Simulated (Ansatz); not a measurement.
BaZrO3 (cubic perovskite): values from a third-order Birch-Murnaghan fit to a volume scan beside measured ones. Computed values: PBEsol (plane waves to 420 eV, PAW, scalar-relativistic; Ansatz, a first-principles code). BaZrO3 is run without spin polarisation. BaZrO3 was relaxed with its symmetry unable to fall.

| quantity | reference | kind |
|---|---|---|
| Lattice constant a (Å) | 4.191 | measured, room temperature or unstated |
| Bulk modulus B₀ (GPa) | 189 | measured, room temperature or unstated |

References as given in: Evaestov, Robert A, (2010), arXiv:1010.1170; M. Sepliarsky, R. Machado, S. Tinte et al., Physical Review B (2023), arXiv:2212.03924. Values not taken to low temperature hold thermal and zero-point shifts that a static calculation lacks, so small differences there are no errors of the method.

Problem. What does PBEsol give, and how far is that from the reference?

Solution. 
```csv
quantity,PBEsol,difference
Lattice constant a (Å),4.181,-0.2 %
Bulk modulus B₀ (GPa),163,-13.9 %
```



(A scan under strain: stresses follow from slopes of the energy per volume, elastic moduli from its curvatures.)
